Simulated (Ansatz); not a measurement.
**Ti$_{3}$O: do energies and stresses tell the same story?**

All numbers below come from DFT r2SCAN, scalar-relativistic, plane waves, PAW in Ansatz 0.2.0.

Cutoff 500 eV; k points 12×12×8 on the computed 8-atom cell (Γ-centred); Gaussian smearing, width 0.10 eV; no spin polarisation.

Relaxed cell: P6_3/mcm, a = 5.129 Å, b = 5.129 Å, c = 4.854 Å, α = 90.00°, β = 90.00°, γ = 120.00°, 8 atoms in the primitive cell. Whether it is the stable form of this composition wasn't checked.

Energies at zero smearing and pressures from the stress tensor, at volumes with shape and atoms relaxed:
| V (Å³/atom) | E − E(first) (meV/atom) | P (GPa) |
| --- | --- | --- |
| 12.163 | 0.00 | 24.92 |
| 12.577 | -54.29 | 17.24 |
| 12.992 | -90.10 | 10.61 |
| 13.406 | -109.98 | 4.91 |
| 13.821 | -116.14 | -0.02 |
| 14.236 | -110.48 | -4.24 |
| 14.650 | -94.66 | -7.88 |
| 15.203 | -60.22 | -11.92 |

Check P = −dE/dV between neighbouring volumes, and get the bulk modulus from the pressures alone.

With 1 eV/Å³ = 160.2 GPa:
| middle V (Å³/atom) | −ΔE/ΔV (GPa) | mean P (GPa) |
| --- | --- | --- |
| 12.370 | 20.979 | 21.082 |
| 12.785 | 13.835 | 13.927 |
| 13.199 | 7.682 | 7.760 |
| 13.614 | 2.381 | 2.445 |
| 14.028 | -2.186 | -2.130 |
| 14.443 | -6.115 | -6.061 |
| 14.927 | -9.980 | -9.898 |

The two differ by 0.10 GPa at most. The mean of two end pressures misses the average over a step by about ΔV² P″/12, up to 0.09 GPa here; with that taken off 0.01 GPa remains. Around V = 13.821 Å³/atom, the two neighbours give B = −V ΔP/ΔV = 13.821 × 9.15 / 0.829 = 152.5 GPa, against B0 = 151.6 GPa from the Birch–Murnaghan fit of the energies.

Spin polarisation was left out, and a magnetic state may lie lower.

A ferromagnetic start lost its moments in a first run, so spin was left out; other magnetic orders weren't tried.